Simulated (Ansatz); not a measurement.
# Structure relaxation, Ti$_{2}$C

The relaxed structure here is a generated cell of Ti2C: the first start was made by placing the elements on the sites of a structure type, and the end was not matched to a known phase here, so it may be hypothetical.

The start is a generated cell, Ti2C built in the AFLOW prototype A2B_hP9_152_c_a (as in SiO2). The cell and all atomic positions are relaxed at zero pressure with PBEsol (plane waves to 420 eV, PAW, scalar-relativistic; Ansatz, an electronic-structure program). The first steps use a coarse 5×5×4 k-mesh.

Initial structure:
```
Ti2C
1.0
    5.00608     0.00000     0.00000
   -2.50304     4.33539     0.00000
    0.00000     0.00000     5.50730
C Ti
3 6
Cartesian
  2.35236   0.00000   4.58942
 -1.17618   2.03720   0.91788
  1.32686   2.29819   2.75365
  1.39970   1.15668   3.93223
  3.30451   0.63383   0.26070
  2.80491   2.54488   2.09646
 -1.10334   3.17871   5.24660
  0.30187   1.79052   1.57507
  0.80147   3.70156   3.41084
```

| Item | Result |
|---|---|
| Energy released | about 2.7 eV/atom |
| Volume change | -7.0 %, from 13.28 to 12.35 Å³/atom |
| Shortest distances (start → end) | The closest pairs of elements (up to four, under 3.6 Å), start → end: C–Ti 1.64 → 2.08 Å; Ti–Ti 2.66 → 2.55 Å; C–C 3.12 → 3.19 Å |
| Band gap at the end | zero (metallic) |
| Optimiser moves | 22 |

The end point of the relaxation:

Space group P3₁21 (No. 152); a = b = 4.727 Å, c = 5.743 Å, α = β = 90.00°, γ = 120.00°

| atom | site | symmetry | x | y | z |
|---|---|---|---|---|---|
| C | 3a | .2. | 0.6193 | 0.6193 | 0.0000 |
| Ti | 6c | 1 | 0.7190 | 0.0911 | 0.0705 |

Final values are on a 11×11×8 k-mesh of the relaxed cell. The start holds a very short contact (C–Ti 1.64 Å). No spin polarisation in the result.

The run could not lower the symmetry of its start; a shaken copy of this end point relaxes with PBEsol to C2/m (No. 12), 0.44 eV/atom lower.
